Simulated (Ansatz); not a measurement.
## Computed properties of B3AsN2 (ordering on zincblende)

All numbers come from the PAW code Ansatz. No magnetic order and no zero-point or thermal motion; the cell was built from a prototype and may be hypothetical.

An ordered 6-atom cell of B3AsN2 on the zincblende lattice (I-4m2), relaxed with r2SCAN. The symmetry is I-4m2 (No. 119, tetragonal); conventional cell a = 2.842 Å, c = 12.134 Å, 8.17 Å³ an atom. N has 4 B at 1.66 Å; B has 4 N at 1.66 Å; B has 2 N at 1.66 Å and 2 As at 1.95 Å; As has 4 B at 1.95 Å and 4 As at 2.84 Å.

```
CELL_PARAMETERS angstrom
-1.42104 1.42104 6.06699
1.42104 -1.42104 6.06699
1.42104 1.42104 -6.06699
ATOMIC_POSITIONS crystal
N 0.18007 0.18007 0.00000
B 0.75000 0.25000 0.50000
N 0.81993 0.81993 0.00000
B 0.39029 0.89029 0.50000
As 0.50000 0.50000 0.00000
B 0.10971 0.60971 0.50000
```

Relaxed lattice by functional, symmetry kept:

| functional | k mesh | a (Å) | c (Å) | volume (Å³/atom) |
| --- | --- | --- | --- | --- |
| PBE | 12×12×12 | 2.849 | 12.206 | 8.26 |
| r2SCAN | 12×12×12 | 2.842 | 12.134 | 8.17 |

Gaps on the r2SCAN cell, each the least over its mesh and the special points:

| level | k mesh | gap (eV) | kind | edges | least direct gap (eV) | rough cost |
| --- | --- | --- | --- | --- | --- | --- |
| PBE | 12×12×12 | 0.88 | indirect | M–S (0.90) → M | 1.10 | 40 core-seconds |
| PBE+SOC | 12×12×12 | 0.88 | indirect | M–S (0.94) → M | 1.03 | 2 core-minutes |
| r2SCAN | 12×12×12 | 1.19 | indirect | M–S (0.94) → M | 1.43 | 80 core-seconds |
| HSE06 | 8×8×8 | 1.70 | indirect | M–S (0.94) → M | 1.96 | 26 core-minutes |
| PBE0 | 8×8×8 | 2.43 | indirect | M–S (0.94) → M | 2.67 | 15 core-minutes |

PBE, PBE+SOC: smearing of 0.02 eV; the others have fixed occupations.
Wave cutoffs: 420 eV, 500 eV (r2SCAN).
Points off the special ones are mesh points or PBE's searched band edges, reused at the other levels.
Costs come from shared machines and give only the order; PBE's includes the band path. The runs had 4 threads of AMD EPYC 7R43 64-Core Processor (Zen 3), with other jobs on the host.

With HSE06 the valence top lies at M–S (0.94 of the way from M) and the conduction bottom at M, 1.70 eV higher; the smallest vertical gap, at Γ, is 1.96 eV. Spin-orbit coupling changes the PBE gap by -0.001 eV, to 0.88 eV.

r2SCAN covers 37 % of the step from PBE to HSE06, while HSE06 needs about 20 times r2SCAN's rough cost (on a coarser mesh). For gaps to 0.1 eV, spin-orbit coupling (up to 0.07 eV here) is at the margin. All these functionals give a gap of the same kind, indirect.

Only the levels marked +SOC include spin-orbit coupling.
